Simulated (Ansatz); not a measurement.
SiCO4 in space group I-4 (No. 82; Si on 2a, C on 2c, O on 8g), DFT-r²SCAN in the program Ansatz with PAW potentials, all energies at zero smearing, with the estimated change up to a 700 eV cutoff added, with one set of potentials and settings (totals compare only within such a set). Cell of 6 atoms (1 Si, 1 C, 4 O): -3166.404 eV.

```csv
element,reference phase,E (eV/atom)
Si,"Fd-3m, 2 atoms in the cell",-639.0667
C,"P6_3/mmc, 4 atoms in the cell",-251.6711
O,"C2/m, 4 atoms in the cell, spin-polarised",-566.0281
```

Formation energy per atom, worked out: (-3166.404 − 1×(-639.0667) − 1×(-251.6711) − 4×(-566.0281))/6 = -1.926 eV/atom (-186 kJ per mol of atoms), at 0 K, without zero-point energy or fitted corrections.

The start of the workflow was typed in or built on a structure type; neither database checked (COD, Materials Project) lists it. Its standing as an ambient phase is unchecked. The r²SCAN relaxation kept the symmetry of its start; whether a distortion lowers the energy is not shown. The references are the lowest solids computed at this level, not always the standard phases (solids in place of the gases).

Potentials: the later of the program's two PAW sets.
